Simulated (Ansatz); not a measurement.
This cell of HfO$_{2}$ (tetragonal-ZrO2 type, space group P4_2/nmc) is off equilibrium:

```yaml
crystal:
  lattice:
    - [3.56707, 0.00000, 0.00000]
    - [0.00000, 3.56707, 0.00000]
    - [0.00000, 0.00000, 5.16595]
  atoms:
    - { symbol: Hf, position: [0.00000, 0.00000, 0.00000] }
    - { symbol: Hf, position: [0.50000, 0.50000, 0.50000] }
    - { symbol: O, position: [0.00000, 0.50000, 0.20010] }
    - { symbol: O, position: [0.00000, 0.50000, 0.70010] }
    - { symbol: O, position: [0.50000, 0.00000, 0.29990] }
    - { symbol: O, position: [0.55094, 0.00000, 0.77952] }
```

Calculation: PBEsol (plane waves to 420 eV, PAW, scalar-relativistic; Ansatz, a program for electronic structure). k mesh 8×8×5 (Γ-centred), Fermi-Dirac smearing 0.05 eV. E stands for the smeared free energy. Compression counts positive. HfO2 is run without spin polarisation. HfO2 was relaxed with its symmetry unable to fall. Spin-orbit coupling is left out, though Hf is heavy. This is a high-temperature form of HfO2.

Q: Predict the force on every atom, in eV/Å.

A: 
```tsv
atom	Fx	Fy	Fz
Hf1	1.137	0.000	-0.003
Hf2	0.101	0.000	0.005
O3	0.054	0.000	-0.100
O4	1.328	0.000	0.113
O5	0.135	0.000	-0.841
O6	-2.755	0.000	0.827
```

Q: Give the stress tensor in GPa and the pressure.

A: 
```
   0.41     0.00     3.93
   0.00     2.81     0.00
   3.93     0.00    -0.06
```
The pressure, a third of the trace, is 1.06 GPa.

Q: In it atom 6 sits (0.182, 0.000, -0.105) Å away from its relaxed site. What is its energy relative to the relaxed cell?

A: 319 meV/cell.

(A displaced cell: forces are minus the slopes of the energy, force constants its curvatures, and phonons follow from these.)
